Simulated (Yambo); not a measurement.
A BSE run in Yambo for RbCaH3 (cubic perovskite, space group Pm-3m, No. 221) (LDA bands; 8×8×8 mesh, 3 valence and 9 conduction bands, static screening with 45 bands and a 3 Ry block, scissor 2.72 eV, Tamm-Dancoff; field along x) gives:

```
state  energy (eV)  states within 2 meV  relative strength   class
-----  -----------  -------------------  -----------------  ------
1             5.06                    3             < 0.01    dark
2             5.13                    3               1.00  strong
3             5.39                    3             < 0.01    dark
4             5.42                    3               0.27  strong
5             5.49                    3             < 0.01    dark
```

### Question
What changes when the window shrinks to 3 valence and 3 conduction bands?

### Answer
The lowest state goes from 5.057 eV to 5.067 eV, and its distance below the direct gap from 0.579 eV to 0.568 eV. These are vertical excitations (zero momentum). The scissor comes from a G0W0 run whose convergence isn't established.

Geometry of the Materials Project entry, not relaxed at this level; primitive cell a = 4.521 Å, b = 4.521 Å, c = 4.521 Å, α = 90.00°, β = 90.00°, γ = 90.00°.
